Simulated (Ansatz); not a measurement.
**Relaxing a structure of CsBS2**

The start is a relaxed CsBS2 cell shaken by Gaussian noise of σ = 0.08 Å a coordinate. A full variable-cell relaxation at zero pressure is run with r2SCAN (plane waves to 500 eV, PAW, scalar-relativistic; Ansatz, a program for electronic structure). First-step values are on the input's coarse k-mesh.

Ansatz input (later rounds restart from its end on a renewed k-mesh):
Ansatz 0.2 input:
```yaml
crystal:
  lattice:
    - [3.3994515201, 0, 0]
    - [-1.69972576, 2.9440113753, 0]
    - [0, 0, 15.5819642282]
  atoms:
    - { symbol: Cs, position: [0.3462874859, 0.6884629665, 0.7515571076] }
    - { symbol: Cs, position: [0.6717505815, 0.3162195544, 0.2584614524] }
    - { symbol: S, position: [0.2740921742, 0.6555165085, 0.0741807698] }
    - { symbol: S, position: [0.678000605, 0.3658357025, 0.5661708301] }
    - { symbol: S, position: [0.6321243737, 0.3211969134, 0.9288111422] }
    - { symbol: S, position: [0.3291373268, 0.6785050748, 0.4327308536] }
    - { symbol: B, position: [0.0215872454, 0.0030127643, 0.0027049241] }
    - { symbol: B, position: [-0.0110978997, 0.0096960672, 0.4950539317] }
basis: { ecutwfc: 500, ecutrho_ratio: 4, xc_grid: 4, fft_grid_basis: typed }
kpoints: { mp_grid: { grid: [8, 8, 2] } }
hamiltonian:
  xc: r2scan
  dispersion: none
  pseudopotentials: { kind: paw }
scf: { occupations: { method: fermi_dirac, width: 0.05 } }
relax: { f_tol: 0.01, max_steps: 100, cell: { stress_tol: 0.02 } }
output: { forces: true, stress: true }
```

Question: How does the volume change?

Answer: +4.7 %, from 19.49 to 20.40 Å³/atom.

Question: How do the shortest distances between atoms change?

Answer: The closest pairs of elements (up to four, under 3.6 Å), start → end: B–S 2.09 → 2.02 Å; S–S 2.83 → 3.26 Å; Cs–S 3.30 → 3.43 Å; B–B 3.40 → 3.39 Å.

Question: Is the relaxed structure metallic? Give its gap.

Answer: 1.35 eV, indirect (valence top at k = (0.2857, -0.2857, 0.2857), conduction bottom at M) (no spin-orbit coupling).

Final values are on a 14×14×14 k-mesh of the relaxed cell. The start holds a very short contact (S–B 2.09 Å). No spin polarisation in the result.

The relaxed structure here is a generated cell of CsBS2: the first start was made by placing the elements on the sites of a structure type, and the end was not matched to a known phase here, so it may be hypothetical.
